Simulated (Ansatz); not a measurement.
A geometry of CsSnI3 away from equilibrium: step 19 of the relaxation of a randomly generated symmetric cell of CsSnI3 (space group No. 7). Method: PBEsol (plane waves to 420 eV, PAW, scalar-relativistic; Ansatz, a program for electronic structure). Γ-centred k-mesh 3×4×4 on the run's cell (coarser than for final values), Fermi–Dirac smearing 0.05 eV. The plane waves were selected for a different cell earlier on the path.

```yaml
crystal:
  lattice:
    - [9.97625, 0.00000, -0.50012]
    - [0.00000, 7.33324, 0.00000]
    - [-1.02274, 0.00000, 6.81326]
  atoms:
    - { symbol: Cs, position: [0.68279, 0.32338, 0.12528] }
    - { symbol: Cs, position: [0.68279, 0.67662, 0.62528] }
    - { symbol: I, position: [0.35878, 0.43894, 0.72060] }
    - { symbol: I, position: [0.35878, 0.56106, 0.22060] }
    - { symbol: I, position: [0.71590, 0.82625, 0.13496] }
    - { symbol: I, position: [0.71590, 0.17375, 0.63496] }
    - { symbol: I, position: [0.09986, 0.00028, 0.45088] }
    - { symbol: I, position: [0.09986, 0.99972, 0.95088] }
    - { symbol: Sn, position: [0.38760, 0.08624, 0.57791] }
    - { symbol: Sn, position: [0.38760, 0.91376, 0.07791] }
```

Problem. Give the Cartesian forces on all atoms (eV/Å).

Solution. 
| atom | Fx | Fy | Fz |
|---|---|---|---|
| Cs1 | 0.10 | -0.05 | 0.00 |
| Cs2 | 0.10 | 0.05 | 0.00 |
| I3 | -0.10 | -0.24 | 0.03 |
| I4 | -0.10 | 0.24 | 0.03 |
| I5 | 0.00 | -0.06 | -0.04 |
| I6 | 0.00 | 0.06 | -0.04 |
| I7 | -0.05 | 0.05 | -0.03 |
| I8 | -0.05 | -0.05 | -0.03 |
| Sn9 | 0.05 | -0.43 | 0.04 |
| Sn10 | 0.05 | 0.43 | 0.04 |

The path ends in Pc (No. 7). No spin polarisation in the result.

The run could not lose the symmetry of its start, so the end can be a saddle point.

The end of the path is a generated cell of CsSnI3: the first start was made by a random draw of sites in a space group, and the end was not matched to a known phase here, so it may be hypothetical. Known forms of CsSnI3 include space group No. 62, 221.
